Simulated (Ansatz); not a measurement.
An input for the plane-wave PAW code Ansatz:

```yaml
crystal:
  lattice:
    - [2.9783069111, 0.0, 0.0]
    - [0.0, 2.9783069111, 0.0]
    - [0.0, 0.0, 2.9783069111]
  atoms:
    - { symbol: Lu, position: [0.0, 0.0, 0.0] }
    - { symbol: C, position: [0.5, 0.5, 0.5] }
basis:
  ecutwfc: 420
  ecutrho_ratio: 4
kpoints:
  mp_grid: { grid: [10, 10, 10] }
  band_path:
    path:
      - [[0.0, 0.0, 0.0], [0.0, 0.5, 0.0], [0.5, 0.5, 0.0], [0.0, 0.0, 0.0], [0.5, 0.5, 0.5], [0.0, 0.5, 0.0]]
      - [[0.5, 0.5, 0.5], [0.5, 0.5, 0.0]]
    npoints: 14
hamiltonian:
  xc: pbesol
scf:
  occupations: { method: gaussian, width: 0.05 }
  n_extra_bands: 12
output:
  forces: true
  stress: true
  eigenvalues: true
  populations: true
  hubbard: { sites: [{ species: Lu, l: f }] }
  dos: { projected: true, de: 0.02, nscf_kmesh: { grid: [15, 15, 15] } }
  bader: false
```

The cell came from substitution into a structure type; whether the compound takes it is for experiment to say.

**Question.** Predict the main results.

**Answer.** Pressure 0.0 GPa, gap on the mesh zero (metallic) (PBEsol, scalar-relativistic).

The output:

```
Lu: projections on atomic orbitals take those of the free atom [Kr 4d10] 4f14 5s2 5p6 5d1 6s2, of charge +0.00 (hamiltonian.pseudopotentials.projection_atoms); the dataset's partial waves leave at most 5.1e-5 of an orbital's norm unspanned inside its sphere
scf.n_extra_bands = 12 over 15 filled bands (N_el = 29.0): the run solves 27 bands
Pseudopotentials: kind: paw
Pseudopotential: Lu, paw, valence charge 25, recommended cutoff 420 eV (normal), Lu.paw.azcp
Pseudopotential: C, paw, valence charge 4, recommended cutoff 420 eV (normal), C.paw.azcp
Crystal: 2 atoms, lattice volume = 26.419 Å³
Basis set: ecut = 420 eV, 485 PW (Γ), exchange–correlation on 40×40×40 points (8 copies of the dense FFT grid, shifted against one another)
Bands: 27, of which v1, the nominal top of the filled ones, is band 15 counted from 1 (14 counted from 0)
Symmetry: 48 space group operations
Space group: Pm-3m (ITA 221), of the structure as read, at distance tolerance 3.0e-5 Å
k-points: 56 of 1000
Initial density: superposition of atomic densities (neutral atoms: chi_scale 0, normalization atom), corrected by the library's trained network
Initial wavefunctions: pseudopotential atomic-orbital guess
Functional: x = pbesol(κ = 0.804, μ = 0.12346), c = pbesol(β = 0.046)
```

SCF trace (energy estimate counted from the last row):
```tsv
iteration	ΔE (eV)	density residual (eV)
1	-0.007	1.94e-2
2	-2.8e-03	1.19e-2
3	-1.1e-03	2.99e-3
4	8.3e-05	1.21e-4
5	5.0e-06	3.66e-5
6	-2.0e-06	2.26e-6
7	0.000	2.62e-8
8	0.000	7.28e-10
```

```
SCF 1 converged in 8 iterations: F = -14857.278953 eV  dr2 = 7.28e-10
NSCF: frozen V_eff on 86 k-points
NSCF: frozen V_eff on 120 k-points
SCF converged after 8 iterations
Free energy (F): -14857.278953 eV
E sigma→0 (E₀):  -14857.277840 eV
Entropy (-TS):   -0.002226 eV (-1.113 meV/atom)
Fermi energy:    17.811783 eV
--- Forces (eV/Å), atoms counted from 1 ---
  atom   1  Lu     0.00000000     0.00000000     0.00000000
  atom   2  C      0.00000000     0.00000000     0.00000000
--- Stress (GPa, compression-positive) ---
        0.002769       0.000000       0.000000
        0.000000       0.002769       0.000000
        0.000000       0.000000       0.002769
  P = ⅓ Tr σ = 0.0028 GPa (0.028 kbar)
--- Löwdin populations: 2 sites ---
  site symbol       q [e]
     0     Lu     24.4846
     1      C      4.4781
--- Occupation matrices: 1 shell (Löwdin-built; ε = 2.00e-2, provisional) ---
  Lu0 f_4F -      Tr n = 6.9841  λ = 0.995 0.997 0.997 0.997 1.000 1.000 1.000
```

It took of the order of 13 core-seconds on a shared host.

Absolute energies hang on the potentials; compare differences alone.

For elements this heavy, spin–orbit coupling would shift levels and gaps; it isn't included here. The cell is a metal with an odd number of electrons, and spin polarisation wasn't tried.
